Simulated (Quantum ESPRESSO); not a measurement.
Al3CuMo2OsPd in 6 site orders

All numbers below are calculated, not measured. They come from Quantum ESPRESSO 7.5, a public plane-wave density functional program. Each row is one single-point run on a made-up periodic cell of eight metal atoms, with elements, volume, strain and displacements drawn at random and not relaxed, so a cell may be unstable or far from any real phase. There is no spin polarisation or spin-orbit coupling.

Settings: PBE unless stated; PseudoDojo standard norm-conserving files; Fermi-Dirac width 0.25 eV, which means electrons at about 2900 K; cutoff 1252 eV; 8 x 5 x 3 k mesh shifted half a step off Gamma. E is the free energy of the whole cell (internal energy minus TS), so a -TS column is already part of it. Stress is positive in tension, and the pressure P is minus a third of its trace.

Checks: one run of this series was repeated at a higher cutoff and on a denser mesh, which moved values by no more than 0.010 eV, 0.05 GPa and 0.013 eV/Å, and a second program with other atomic files agreed on it to 2 % rms in force and 0.5 GPa in pressure. Known limits: the copper pseudopotential is less sure than most, with forces differing by about three percent and pressure by about two GPa from a second method on plain copper; heavy elements are run without spin-orbit coupling, which real alloys of them have; a spin test at this wide smearing found no moment, but such smearing suppresses magnetism that the real alloy may have.

The lattice is face-centred cubic, and the cell vectors in Å are (0.000, 1.930, 1.930); (-3.860, 1.930, -1.930); (-3.860, -5.789, 5.789), a volume of 114.99 Å³. The runs put one composition on the same eight displaced sites in different orders. E is counted from run 1, and the rms force is over all 24 components. Nothing is relaxed, so E mixes bonding between neighbours with strain on unrelaxed sites, and it is not an ordering energy.

```
run,elements on sites 1 to 8,E (eV),-TS (eV),rms force (eV/Å),largest force (eV/Å),P (GPa)
1,Cu Al Al Al Os Mo Mo Pd,0.000,-1.111,0.897,2.53,7.47
2,Os Al Mo Cu Al Al Mo Pd,0.541,-1.152,0.879,2.49,9.22
3,Pd Al Mo Os Mo Cu Al Al,0.741,-1.107,1.130,2.88,10.33
4,Al Cu Os Mo Pd Mo Al Al,1.685,-1.102,1.346,3.70,13.34
5,Al Mo Al Mo Os Cu Pd Al,0.688,-1.203,0.948,2.35,9.96
6,Al Al Cu Mo Al Mo Os Pd,0.083,-1.020,1.046,2.97,?
```

## Worked fit

A straight line through the runs shown gives P = 7.51 + 3.50 E GPa with E in eV, an error of 0.14 on the slope and a scatter of 0.18 GPa. At this fixed volume the orders of higher energy tend to have the higher pressure.

## Withheld value

Question: what pressure should run 6 give?

The fit gives 7.80 ± 0.21 GPa. The calculation gave 10.49 GPa. This run lies off the fit by more than twice that error, so something that the fit leaves out matters here.
